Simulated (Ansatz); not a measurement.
The relaxed structure here is a generated cell of Rh: the first start was made by placing the elements on the sites of a structure type, and the end was not matched to a known phase here, so it may be hypothetical. Known forms of Rh include space group No. 225.

The end point of a relaxation of Rh. Calculation: r2SCAN (plane waves to 500 eV, PAW, scalar-relativistic; Ansatz, a quantum-chemistry and plane-wave program).

```xyz
1
Lattice="-1.5222 1.5222 1.5222 1.5222 -1.5222 1.5222 1.5222 1.5222 -1.5222" Properties=species:S:1:pos:R:3 pbc="T T T"
Rh     0.0000     0.0000     0.0000
```

Task: Find the space group and the Wyckoff positions (tolerance 0.01 Å).

Result: Space group Im-3m (No. 229); a = b = c = 3.0444 Å, α = β = γ = 90.00°

```csv
atom,site,symmetry,x,y,z
Rh,2a,m-3m,0.0000,0.0000,0.0000
```

This is the bcc (W type).

Task: Give the shortest distances between elements (the closest pairs, up to four, under 3.6 Å).

Result: Rh–Rh 2.64 Å.

```yaml
volume_per_atom: 14.11 Å³
band_gap: zero (metallic)
```

No spin polarisation in the result.

The run could not lose the symmetry of its start, so the end can be a saddle point.
